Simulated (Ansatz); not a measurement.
Computed with Ansatz (plane waves, PAW, 420 eV cutoff): PBEsol, scalar-relativistic, no spin polarisation, Γ-centred 10×10×6 mesh, 0.05 eV Gaussian smearing. The datasets are Ansatz's generated set soft_2.

The calculation on XSb, where X is one element, gave:

| Quantity | Value |
| --- | --- |
| Space group | P6_3/mmc (No. 194) |
| Conventional cell | a = 4.343 Å, b = 4.343 Å, c = 5.168 Å, α = 90.00°, β = 90.00°, γ = 120.00° |
| Volume | 21.10 Å³/atom |
| Band gap | zero (metallic) |
| Density of states at the Fermi level | about 0.4 states/(eV·atom) |
| Formation energy from the elements (0 K, uncorrected) | 0.59 eV/atom (unstable against the elements) |
| Bulk modulus (Birch–Murnaghan) | 151 GPa |
| Pressure derivative B0′ | 4.0 |

Sites: X on 2a, Sb on 2c.

Which element is X?
A. Os
B. Ta
C. W
D. Hf

C. X is W, so the compound is WSb.

This is a trial structure made by placing the elements on a prototype's sites, so it needn't be the stable form.

No spin–orbit coupling, a notable omission for heavy elements.
